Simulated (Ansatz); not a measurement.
**SrFe$_{2}$As$_{2}$: pressure against volume**

SrFe$_{2}$As$_{2}$, I4/mmm, a = 3.921 Å, c = 11.268 Å. The structure is a COD entry; whether it is the stable form wasn't checked. Ansatz: PBEsol, PAW, 420 eV, Γ-centred 12×12×12 mesh on 5 atoms, Gaussian smearing 0.10 eV; no spin polarisation. Shape and atoms are relaxed at each volume; pressure is positive in compression.

```
V (Å³/atom) P (GPa)
     15.766        ?
     16.286     4.62
     16.806     2.36
     17.325     0.00
     17.845    -2.16
     18.365    -4.04
```

Take V0 = 17.325 Å³/atom, fit the third-order Birch–Murnaghan form to the other rows, and predict the missing pressure.

With the Eulerian strain f = ½[(V0/V)^(2/3) − 1] and y = P/[3f(1 + 2f)^(5/2)], the form is the line y = B0 + 1.5 B0 (B0′ − 4) f. Rows (f, y): 0.02105, 66.0; 0.01024, 73.0; -0.00976, 77.5; -0.01906, 77.9. Means f = 0.0006175, y = 73.600; Σ(Δf)² = 0.001005, ΣΔfΔy = -0.2861; the slope is their ratio. y = 73.78 − 284.7 f GPa, so B0 = 73.8 GPa and B0′ = 4 + 2 × (-284.7)/(3 × 73.78) = 1.43. At V = 15.766, f = 0.03244, y = 64.54 and P = 7.35 GPa. The run gave 7.93 GPa, so the fit is 0.58 GPa too low, 4.8 % of the span of the series, against an rms of 0.08 GPa on the fitted rows. The row lies outside the fitted range. A fourth-order term fitted to the same rows gives P = 6.48 GPa at this row's volume (the line 7.35, the run 7.93), no gain. A B0′ outside 2 to 8 is unusual except in layered or molecular crystals, and here it hangs on few rows.

Spin polarisation was left out, and a magnetic state may lie lower.